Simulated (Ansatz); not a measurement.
LiF (rock salt)

```yaml
crystal:
  lattice:
    - [0.00000, 2.03393, 2.03393]
    - [2.03393, 0.00000, 2.03393]
    - [2.03393, 2.03393, 0.00000]
  atoms:
    - { symbol: F, position: [0.00000, 0.00000, 0.00000] }
    - { symbol: Li, position: [0.50000, 0.50000, 0.50000] }
```

The relaxed cell is deformed in two ways at once: its volume V is scaled, and at that volume it is stretched along z (the c axis of the conventional cell) so that c/a changes. Fractional atomic positions are held.

Computed with PBE (plane waves to 420 eV, PAW, scalar-relativistic; Ansatz, a quantum-chemistry and plane-wave program). k mesh 14×14×14 (Γ-centred), Fermi-Dirac smearing 0.05 eV. Stress and pressure are positive under compression. LiF was relaxed with its symmetry unable to fall.

At one point of the scan the stress tensor (GPa) is:

```
  -2.92     0.00     0.00
   0.00    -2.92     0.00
   0.00     0.00    -0.86
```

Problem. Which point is it?
A) V/V₀ = 1.000, (c/a)/(c/a)₀ = 0.987
B) V/V₀ = 1.000, (c/a)/(c/a)₀ = 0.960
C) V/V₀ = 1.040, (c/a)/(c/a)₀ = 0.960
D) V/V₀ = 1.027, (c/a)/(c/a)₀ = 1.027

Solution. C, V/V₀ = 1.040, (c/a)/(c/a)₀ = 0.960

(Under strain, the slope of the energy per volume gives the stress and its curvature an elastic modulus.)
